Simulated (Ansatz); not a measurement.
ZnRh, in the lowest among the structures calculated here: Pm-3m (No. 221), cP2, CsCl type; a = 2.9731 Å, b = 2.9731 Å, c = 2.9731 Å, α = 90.00°, β = 90.00°, γ = 90.00°; Zn 1b (0.500, 0.500, 0.500); Rh 1a (0.000, 0.000, 0.000). Method: PBEsol (plane waves to 420 eV, PAW, scalar-relativistic; Ansatz, an electronic-structure program). Element references, the lowest calculated here: Rh (Fm-3m), Zn (P6₃/mmc).

Problem. Give the formation energy of this Pm-3m form of ZnRh from the elements at the level PBEsol.

Solution. -0.37 eV/atom.

Static energies, no anion corrections, no zero-point energy. Values are rounded to 0.01 eV/atom. The compounds carry no spin polarisation.
